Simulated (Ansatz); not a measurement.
Data:

Zr₃N₄:
```cif
data_N16Zr12
_chemical_formula_sum 'N16 Zr12'
_space_group_name_H-M_alt 'I-43d'
_space_group_IT_number 220
_space_group_name_Hall 'I -4bd 2c 3'
_cell_length_a 6.65703
_cell_length_b 6.65703
_cell_length_c 6.65703
_cell_angle_alpha 90.000
_cell_angle_beta 90.000
_cell_angle_gamma 90.000
loop_
_atom_site_label
_atom_site_type_symbol
_atom_site_symmetry_multiplicity
_atom_site_Wyckoff_symbol
_atom_site_fract_x
_atom_site_fract_y
_atom_site_fract_z
_atom_site_occupancy
N1 N 16 c 0.07175 0.07175 0.07175 1
Zr1 Zr 12 a 0.00000 0.25000 0.37500 1
```
(The calculation used a cell of 14 atoms; values per cell refer to that cell.)

This is the LDA-relaxed structure.

Problem. All from DFT-LDA in the program Ansatz with PAW potentials, unless another level is named. Give the Born charges (a third of the trace).

Solution. N -3.69, Zr +4.92 e.

Problem. And the electronic dielectric constant ε∞ (DFPT)?

Solution. 13.2.

Problem. Next, the static dielectric constant ε0 (ions relaxed, cell fixed)?

Solution. 36.2.

The LDA relaxation kept the symmetry of its start. No spin polarisation was allowed. Scalar-relativistic: spin–orbit coupling is off unless named, which matters more the heavier the elements.

Potentials: the later of the program's two PAW sets.
